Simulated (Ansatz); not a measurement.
The cell below belongs to a search over invented structures; it isn't taken from experiment.

Input and command of a plane-wave DFT calculation in Ansatz:

```yaml
crystal:
  lattice:
    - [5.1909046816, 0.0, 0.0]
    - [0.0, 5.1909046816, 0.0]
    - [0.0, 0.0, 5.4404548394]
  atoms:
    - { symbol: In, position: [0.5, 0.5, 0.5] }
    - { symbol: Ga, position: [0.0, 0.5, 0.0] }
    - { symbol: Ga, position: [0.5, 0.0, 0.0] }
    - { symbol: Ga, position: [0.0, 0.0, 0.0] }
    - { symbol: P, position: [0.0, 0.0, 0.5] }
    - { symbol: As, position: [0.5, 0.5, 0.0] }
basis:
  ecutwfc: 420
kpoints:
  mp_grid: { grid: [8, 8, 8] }
hamiltonian:
  xc: pbe
scf:
  occupations: { method: gaussian, width: 0.1 }
output:
  forces: true
  stress: true
  eigenvalues: true
relax:
  adjacent_minimum: "off"
  f_tol: 0.01
  max_steps: 80
  cell: { stress_tol: 0.05 }
```

```bash
ansatz run input.yaml --threads 1 --pin off --max-ram 2560MiB --backend cpu --events-out ev --progress --plain --runs-dir out
```

Processor: Intel(R) Xeon(R) Processor @ 2.50GHz (Skylake/Cascade Lake), 1 thread, on a host shared with other jobs.

Question: Estimate time, memory and problem size.

Answer: About 5.4 min, peak memory 0.7 GiB. It solves 44 bands at 75 k points (after reduction by symmetry) with about 2881 plane waves (on the last cell), in 34 SCF iterations over 5 ionic steps.
